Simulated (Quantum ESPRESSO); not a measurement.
# Os2Mo3Al2Nb: a curve over strain

Simulated, not a measurement. The program is pw.x of Quantum ESPRESSO 7.5 (plane-wave density functional theory). The cell is made up: eight metal atoms on a hexagonal close-packed lattice, with elements, volume, strain and displacements drawn at random and not relaxed, so it may be unstable or far from any real phase. PseudoDojo standard norm-conserving files set the functional (PBE unless stated); there is no spin polarisation or spin-orbit coupling, the Fermi-Dirac width of 0.25 eV means electrons at about 2900 K, and the masses in the input are unused placeholders. Heavy elements are run without spin-orbit coupling, which real alloys of them have. A spin test at this wide smearing found no moment, but such smearing suppresses magnetism that the real alloy may have.

Seven runs add a strain to one cell (biaxial xx and yy); the atoms follow the cell and are not relaxed. Stress in the table is positive in tension.

Input of the run at +0.0026:

```
&control calculation='scf', pseudo_dir='./dojo.nc.sr.pbe.v0_5.standard.upf', outdir='./o', disk_io='minimal', tprnfor=.true., tstress=.true. /
&system ibrav=0, nat=8, ntyp=4, nbnd=63, ecutwfc=82.02448710, nosym=.true., tot_charge=0,
 occupations='smearing', smearing='fd', degauss=0.0183746611
/
&electrons conv_thr=1.470e-08, electron_maxstep=70, mixing_beta=0.5 /
ATOMIC_SPECIES
Al 1.0 Al.upf
Mo 1.0 Mo.upf
Nb 1.0 Nb.upf
Os 1.0 Os.upf
CELL_PARAMETERS angstrom
-2.8418 0.0 0.0
0.0 0.0 -4.604
0.0 -9.8443 0.0
ATOMIC_POSITIONS angstrom
Os 0.0057 0.0271 -0.0426
Mo -0.0129 -5.0194 -0.0436
Mo -0.0574 -3.2614 -2.3143
Os 0.049 -8.2352 -2.3368
Mo -1.4143 -2.4956 0.0117
Al -1.3993 -7.3594 0.0139
Al -1.3262 -0.867 -2.2038
Nb -1.4413 -5.8376 -2.2246
K_POINTS automatic
8 5 3 1 1 1
```

```
added strain  free energy less that of the input shown (eV)  stress xx (GPa)  stress yy (GPa)  stress zz (GPa)  stress xy (GPa)  pressure (GPa)  iterations
     -0.0178                                        -0.0389            -7.95             0.53            -1.69             0.33            3.04          18
     -0.0143                                        -0.0546            -6.09             2.26            -0.46             0.33            1.43          18
     -0.0100                                        -0.0607            -3.92             4.29             1.00             0.32           -0.46          19
     -0.0057                                        -0.0527            -1.86             6.21             2.41             0.32           -2.25          19
     +0.0026                                         0.0000             1.87             9.67             5.01             0.31           -5.51          19
     +0.0055                                         0.0296             3.08            10.79             5.87             0.31           -6.58          20
     +0.0246                                         0.3536            10.16            17.28            11.10             0.29          -12.85          19
```

A cubic fit gives a slope of stress xx against the added strain of 440 GPa at zero added strain, with the atoms clamped. Across the table the energy follows the integral of volume times stress to 2.2 meV. A rerun of one of the cells at a higher cutoff and on a denser mesh moved values by no more than 0.005 eV in energy, 0.08 GPa in stress and 0.010 eV/Å in force, and a second program with other atomic files agreed on that cell to 2 % rms in force and 0.5 GPa in pressure.